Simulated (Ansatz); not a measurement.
Generalised stacking fault of NaI (rock salt) on the {110} plane. The cell below holds the perfect crystal with the plane normal along z; tilting its third vector by the shift puts one fault into each cell, between planes 2.28 Å apart, at fixed cell height.

```
CELL_PARAMETERS angstrom
      4.56802     0.00000     0.00000
      0.00000     6.46015     0.00000
      2.28401     3.23007     6.85202
ATOMIC_POSITIONS crystal
  I  0.00000 0.00000 0.83333
  I  0.33333 0.33333 0.16667
  I  0.66667 0.66667 0.50000
  Na 0.00000 0.50000 0.83333
  Na 0.33333 0.83333 0.16667
  Na 0.66667 0.16667 0.50000
```

In-plane vectors a = (4.568, 0.000) Å, b = (0.000, 6.460) Å, area 29.51 Å². The shift is s times the vector b (length 6.460 Å), so s = 1 restores the start. The shift is rigid: no atom relaxes. γ = [E(shift) − E(0)] / area.

Method: r2SCAN (plane waves to 500 eV, PAW, scalar-relativistic; Ansatz, a program for electronic structure). k mesh 7×7×7 (Γ-centred), Fermi-Dirac smearing 0.05 eV. Energies are extrapolated to zero smearing. Faults lie only 6.9 Å apart, and holding the cell height and the atoms raises γ above its relaxed value. NaI was relaxed with its symmetry unable to fall. Spin-orbit coupling is left out, though I is heavy. The zero of γ is zero shift.

```tsv
s	γ (mJ/m²)
0.000	0
0.083	51
0.167	225
0.250	withheld
0.333	999
0.417	1420
0.500	1601
0.583	1420
0.667	999
0.750	withheld
0.833	225
0.917	51
```

Q: Fit a Fourier form (three harmonics of 1 − cos and sin) to the given rows and predict γ at s = 0.250.

A: Least squares on the 10 given rows: γ = (790.8)·[1 − cos(2πs)] + (-125.2)·[1 − cos(4πs)] + (8.6)·[1 − cos(6πs)], in mJ/m²; root-mean-square residual 1.1 mJ/m². At 0.250 the fit gives 549 mJ/m²; the calculation gives 554 mJ/m², so the interpolation is off by -5 (-0.9 %). 

(The slope of γ gives the shear force per area between the displaced halves; near zero shift its curvature is an elastic stiffness.)
